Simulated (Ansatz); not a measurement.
Starting cell, Pd (fcc, Cu type):

```
Pd
1.0
    3.90836     0.00000     0.00000
    0.00000     3.90836     0.00000
    0.00000     0.00000     3.90836
Pd
4
Cartesian
  0.00000   0.00000   0.00000
  1.95418   1.95418   0.00000
  1.95418   0.00000   1.95418
  0.00000   1.95418   1.95418
```

In this cell atom 4 (Pd, nearest neighbour Pd at 2.764 Å; its periodic images, 3.9 Å or more away, move with it) is moved by s along Cartesian [110], unit vector (0.707, 0.707, 0.000); all other atoms and the cell stay fixed.

Level of theory: r2SCAN (plane waves to 500 eV, PAW, scalar-relativistic; Ansatz, a first-principles code). k mesh 10×10×10 (Γ-centred), Fermi-Dirac smearing 0.05 eV. The energy includes the smearing's −TS. Left out: 2 of 11 points, with atoms too close for the PAW data. With partly filled bands, energies and forces of such displacements shift with the k mesh and the smearing. F∥ is the force on the atom along that direction. Pd is run without spin polarisation. Pd was relaxed with its symmetry unable to fall. ΔE is measured from the undisplaced structure.

```json
[
 {"s (Å)": "-0.664", "ΔE (meV/cell)": "2675", "F∥ (eV/Å)": "11.118"},
 {"s (Å)": "-0.498", "ΔE (meV/cell)": "…", "F∥ (eV/Å)": "6.144"},
 {"s (Å)": "-0.332", "ΔE (meV/cell)": "518", "F∥ (eV/Å)": "…"},
 {"s (Å)": "-0.166", "ΔE (meV/cell)": "…", "F∥ (eV/Å)": "1.517"},
 {"s (Å)": "0.000", "ΔE (meV/cell)": "0", "F∥ (eV/Å)": "0.000"},
 {"s (Å)": "0.166", "ΔE (meV/cell)": "…", "F∥ (eV/Å)": "-1.517"},
 {"s (Å)": "0.332", "ΔE (meV/cell)": "518", "F∥ (eV/Å)": "…"},
 {"s (Å)": "0.498", "ΔE (meV/cell)": "…", "F∥ (eV/Å)": "-6.144"},
 {"s (Å)": "0.664", "ΔE (meV/cell)": "2675", "F∥ (eV/Å)": "-11.118"}
]
```

Q: What belongs in the gaps?

A: 
- -0.498, ΔE (meV/cell): 1283
- -0.332, F∥ (eV/Å): 3.317
- -0.166, ΔE (meV/cell): 125
- 0.166, ΔE (meV/cell): 125
- 0.332, F∥ (eV/Å): -3.317
- 0.498, ΔE (meV/cell): 1283

(A displaced cell: forces are minus the slopes of the energy, force constants its curvatures, and phonons follow from these.)
